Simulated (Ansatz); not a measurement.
AlAs (zinc blende, F-43m) at seven volumes, plane-wave PAW LDA (Ansatz code), scaled uniformly. One row is withheld.

| V (Å³/atom) | P (GPa) |
|---|---|
| 20.289 | ? |
| 20.958 | 5.33 |
| 21.627 | 2.46 |
| 22.295 | 0.00 |
| 22.964 | -2.09 |
| 23.633 | -3.88 |
| 24.302 | -5.41 |

### Question
Fit the shown pressures and predict the withheld one.

### Answer
P = (3/2)B₀(x^(7/2) − x^(5/2))[1 + (3/4)(B′ − 4)(x − 1)] with x = (V₀/V)^(2/3). Least squares on the six rows gives V₀ = 22.296 Å³/atom, B₀ = 75.5 GPa, B′ = 4.27. At V = 20.289, x = 1.0649 and P = 8.71 GPa. The run itself gave 8.69 GPa.

The LDA relaxation kept the symmetry of its start; phonons on a q-mesh show no instability.

Potentials: the later of the program's two PAW sets.
